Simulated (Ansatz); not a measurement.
AlSiCN in space group R3m (No. 160; Al on 3a, N on 3a, Si on 3a, C on 3a) at seven volumes, plane-wave PAW PBEsol (Ansatz code), shape and atoms relaxed at each. One row is withheld.

| V (Å³/atom) | P (GPa) |
|---|---|
| 9.697 | 21.15 |
| 10.016 | 13.00 |
| 10.336 | 6.00 |
| 10.656 | 0.00 |
| 10.975 | -5.15 |
| 11.295 | -9.57 |
| 11.615 | ? |

Q: Fit the shown pressures and predict the withheld one.

A: Third-order Birch–Murnaghan: P = (3/2)B₀(x^(7/2) − x^(5/2))[1 + (3/4)(B′ − 4)(x − 1)] with x = (V₀/V)^(2/3). Least squares on the six rows gives V₀ = 10.656 Å³/atom, B₀ = 185.0 GPa, B′ = 4.08. At V = 11.615, x = 0.9442 and P = -13.38 GPa. The run itself gave -13.35 GPa.

The start of the workflow was typed in or built on a structure type; neither database checked (COD, Materials Project) lists it. Whether it is the stable phase at ambient conditions was not checked. The PBEsol relaxation kept the symmetry of its start; whether a distortion lowers the energy is not shown.

Potentials: the earlier of the program's two PAW sets. The files were generated under PBE; for other functionals the program regenerates the frozen cores, and for LDA and PBEsol the local potential too.
